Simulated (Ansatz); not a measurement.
One crystal and one scan (energy over volume and axial ratio) at two levels, PBE-D3(BJ) (plane waves to 420 eV, PAW, scalar-relativistic; Ansatz, an electronic-structure program) and r2SCAN+rVV10 (plane waves to 500 eV, PAW, scalar-relativistic; Ansatz), each from its own relaxed cell and on its own mesh. The cell shown is that of PBE-D3(BJ).

SnO (litharge type, space group P4/nmm)

```yaml
crystal:
  lattice:
    - [3.83710, 0.00000, 0.00000]
    - [0.00000, 3.83710, 0.00000]
    - [0.00000, 0.00000, 4.75861]
  atoms:
    - { symbol: Sn, position: [0.50000, 0.00000, 0.24344] }
    - { symbol: Sn, position: [0.00000, 0.50000, 0.75656] }
    - { symbol: O, position: [0.00000, 0.00000, 0.00000] }
    - { symbol: O, position: [0.50000, 0.50000, 0.00000] }
```

Two coordinates are scanned: the volume, and the ratio of the stretch along z (the conventional c axis) to the stretch across it. Atoms keep their fractional coordinates.

The energy includes the smearing's −TS. SnO was relaxed with its symmetry unable to fall. As the atoms are clamped, bonds stretch with the cell, which overstates energies and stresses. With partly filled bands, the response to shear is sensitive to the k mesh, so small differences along c/a are uncertain. Percentages come from the unrounded values.

| quantity | PBE-D3(BJ) | r2SCAN+rVV10 | PBE-D3(BJ) − r2SCAN+rVV10 |
|---|---|---|---|
| Lattice constant a (Å) | 3.837 | 3.793 | +0.044 (+1.2 %) |
| Lattice constant c (Å) | 4.759 | 4.764 | -0.005 (-0.1 %) |
| Relaxed volume (Å³/atom) | 17.52 | 17.14 | +0.38 (+2.2 %) |
| Modulus against c/a change at fixed volume, (3/4V)·∂²E/∂(ln c/a)² (fit, atoms clamped) (GPa) | 37 | 42 | -5 (-12 %) |

PBE-D3(BJ) gives the higher value for: lattice constant a; relaxed volume. PBE-D3(BJ) gives the lower value for: modulus against c/a change at fixed volume. They agree on: lattice constant c (within 0.2 %). (PBE-D3(BJ)) At this level the bands of SnO touch or barely overlap; measurements give the solid a gap. (r2SCAN+rVV10) At this level the bands of SnO touch or barely overlap; measurements give the solid a gap. Neither level is exact: the differences show how much the result hangs on the functional.

(A scan under strain: stresses follow from slopes of the energy per volume, elastic moduli from its curvatures.)
